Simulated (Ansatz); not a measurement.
Input deck for Ansatz 0.2.0, then the block of the output on the nuclei.

The cell is a Materials Project structure (computed, not necessarily an observed phase).

```yaml
crystal:
  lattice:
    - [5.3380653368, -2.9982373697, 0.0]
    - [5.3380653368, 2.9982373697, 0.0]
    - [-1.5682743498, 0.0, 15.1383681565]
  atoms:
    - { symbol: Ba, position: [0.3293475, 0.3293475, 0.363384] }
    - { symbol: Ba, position: [0.3516545, 0.3516545, 0.783007] }
    - { symbol: Ba, position: [0.6706525, 0.6706525, 0.636616] }
    - { symbol: Ba, position: [0.7164645, 0.7164645, 0.901247] }
    - { symbol: Ba, position: [0.2835355, 0.2835355, 0.098753] }
    - { symbol: Ba, position: [0.6483455, 0.6483455, 0.216993] }
    - { symbol: Li, position: [0.5, 0.5, 0.0] }
    - { symbol: Nb, position: [0.0289905, 0.0289905, 0.818924] }
    - { symbol: Nb, position: [0.9710095, 0.9710095, 0.181076] }
    - { symbol: Ir, position: [0.0, 0.0, 0.0] }
    - { symbol: Cl, position: [0.655311, 0.655311, 0.424192] }
    - { symbol: Cl, position: [0.344689, 0.344689, 0.575808] }
    - { symbol: O, position: [0.701623, 0.205288, 0.908671] }
    - { symbol: O, position: [0.874278, 0.347949, 0.760631] }
    - { symbol: O, position: [0.652051, 0.125722, 0.239369] }
    - { symbol: O, position: [0.347949, 0.874278, 0.760631] }
    - { symbol: O, position: [0.862192, 0.862192, 0.755214] }
    - { symbol: O, position: [0.298377, 0.794712, 0.091329] }
    - { symbol: O, position: [0.137808, 0.137808, 0.244786] }
    - { symbol: O, position: [0.794712, 0.298377, 0.091329] }
    - { symbol: O, position: [0.83843, 0.83843, 0.069357] }
    - { symbol: O, position: [0.205288, 0.701623, 0.908671] }
    - { symbol: O, position: [0.125722, 0.652051, 0.239369] }
    - { symbol: O, position: [0.16157, 0.16157, 0.930643] }
kpoints:
  mp_grid: { grid: [5, 5, 2] }
scf:
  occupations: { method: fermi_dirac, width: 0.02 }
hamiltonian:
  xc: pbe
  pseudopotentials: { kind: paw }
output:
  forces: true
  stress: true
  populations: true
  efg:
    quadrupole_moments_barn:
      Ba: 0.236
      Li: -0.0401
      Nb: -0.32
      Ir: 0.751
      Cl: -0.08112
      O: -0.02558
    contact_densities: true
```

```sh
ansatz run input.yaml --threads 2 --pin off --max-ram 5120MiB --backend cpu --events-out ev --progress --plain --runs-dir out
```

Of the output, the block on the nuclei alone is shown; the set-up, the SCF iterations, energies, forces and stress are cut. One atom of each set with nearly equal values is shown.

```
--- PAW observables at the nuclei: V_zz in 10²¹ V/m², potentials from the cell's mean, atoms counted from 1 ---
  atom   1  Ba V_zz =   -15.897504   η = 0.1862   by run symmetry: allowed   C_q = -90.7184 MHz
            electrostatic potential = -9622.035972 V   contact ρ = 2065459.049282 e/Å³
  atom   2  Ba V_zz =    +9.795139   η = 0.4795   by run symmetry: allowed   C_q = +55.8955 MHz
            electrostatic potential = -9622.728043 V   contact ρ = 2065457.579500 e/Å³
  atom   4  Ba V_zz =   -12.549032   η = 0.5753   by run symmetry: allowed   C_q = -71.6105 MHz
            electrostatic potential = -9622.825814 V   contact ρ = 2065456.256716 e/Å³
  atom   7  Li V_zz =    +0.631569   η = 0.0278   by run symmetry: allowed   C_q = -0.6124 MHz
            electrostatic potential = -171.492126 V   contact ρ = 94.535694 e/Å³
  atom   8  Nb V_zz =    -4.886906   η = 0.3046   by run symmetry: allowed   C_q = +37.8128 MHz
            electrostatic potential = -6133.012789 V   contact ρ = 540930.796477 e/Å³
  atom  10  Ir V_zz =   +12.813499   η = 0.3495   by run symmetry: allowed   C_q = +232.6816 MHz
            electrostatic potential = -15776.945085 V   contact ρ = 11165978.324329 e/Å³
  atom  11  Cl V_zz =    -0.686969   η = 0.8477   by run symmetry: allowed   C_q = +1.3475 MHz
            electrostatic potential = -1777.853724 V   contact ρ = 24093.896602 e/Å³
  atom  13  O  V_zz =    +7.757377   η = 0.3690   by run symmetry: allowed   C_q = -4.7981 MHz
            electrostatic potential = -624.104052 V   contact ρ = 2157.617681 e/Å³
  atom  14  O  V_zz =    +1.741165   η = 0.7936   by run symmetry: allowed   C_q = -1.0769 MHz
            electrostatic potential = -624.081689 V   contact ρ = 2158.143327 e/Å³
  atom  17  O  V_zz =    -2.096380   η = 0.3419   by run symmetry: allowed   C_q = +1.2967 MHz
            electrostatic potential = -624.122411 V   contact ρ = 2158.155892 e/Å³
  atom  21  O  V_zz =    +8.432146   η = 0.2799   by run symmetry: allowed   C_q = -5.2155 MHz
            electrostatic potential = -623.926039 V   contact ρ = 2158.176912 e/Å³
```

Hardware: 2 threads of Arm Neoverse N1 (aarch64; 8 cores open to the job, memory cap 5.0 GiB, no GPU), a shared host with a load of 1.1 a core. Wall time 2 min, CPU time 4 min, peak memory 1.6 GiB.

The largest force is 0.4 eV/Å, so the atoms aren't at the calculated equilibrium and relaxing them would move these values. Spin–orbit coupling is left out, which shifts gradients on Ir by a few per cent, and by more where contributions nearly cancel. With these PAW files V_zz is typically within 2 to 3 % of all-electron values, but misses above 10 % occur on Li.
